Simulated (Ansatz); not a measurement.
According to PBEsol (plane waves, PAW; program Ansatz), Pr in the dhcp (α-La type) structure (P6_3/mmc) relaxes to a = 3.199 Å, c = 10.587 Å. Pr on 2a has 12 nearest neighbours from 3.20 Å (cuboctahedral); Pr on 2c has 12 nearest neighbours from 3.20 Å (anticuboctahedral).

Electronic character: metallic (no gap). The magnetic state found is ferromagnetic. The net moment is 2.06 μB per atom.

Symmetry was held in the PBEsol relaxation. Spin order of the final state: ferromagnetic, chosen from 3 collinear starts compared on coarse meshes (ties went to the first, and starts can fall back to one state), not a proven ground state. The volume lies over 15 % below that of the usual cell of this phase: another minimum, or an error of the functional. Caveat: open 4f shells can settle in a state that is not the lowest. No Hubbard U is applied. Axis ratios of metals converge slowly with the k-mesh, so a and c are less sure than the volume. Scalar-relativistic: spin–orbit coupling is off unless named, which matters more the heavier the elements.

Potentials: the later of the program's two PAW sets.
